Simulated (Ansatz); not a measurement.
**K2AgBiBr6 (Fm-3m), zone-centre modes**

Theory: DFT PBEsol, scalar-relativistic, plane waves, PAW in Ansatz 0.2.0. The runs took a 420 eV cutoff, a Γ-centred 4×4×4 mesh and Gaussian smearing (0.05 eV). Spin–orbit coupling is left out, which can shift energies with elements as heavy as these. No spin polarisation.

Reference structure (relaxed at this level; it needn't be the usual structure):

```
K Ag Bi Br
1.0
     0.00000    5.56014    5.56014
     5.56014    0.00000    5.56014
     5.56014    5.56014    0.00000
K Ag Bi Br
2 1 1 6
Direct
  0.75000 0.75000 0.75000
  0.25000 0.25000 0.25000
  0.50000 0.50000 0.50000
  0.00000 0.00000 0.00000
  0.74563 0.25437 0.25437
  0.25437 0.25437 0.74563
  0.25437 0.74563 0.74563
  0.25437 0.74563 0.25437
  0.74563 0.25437 0.74563
  0.74563 0.74563 0.25437
```

Harmonic modes by finite displacements of 0.02 Å, without the LO–TO term.

At this geometry, is the structure stable against these modes?

No: 9 modes are unstable, the strongest at 41i cm⁻¹.

List the wavenumbers in cm⁻¹.

41i, 41i, 41i, 41i, 41i, 41i, 37i, 37i, 37i, 0, 0, 0, 19, 19, 19, 49, 49, 49, 65, 65, 65, 106, 106, 106, 141, 141, 154, 154, 154, 181.

Cost: 1 run of about 2.6 core-minutes, on Arm Neoverse V1 (shared hosts).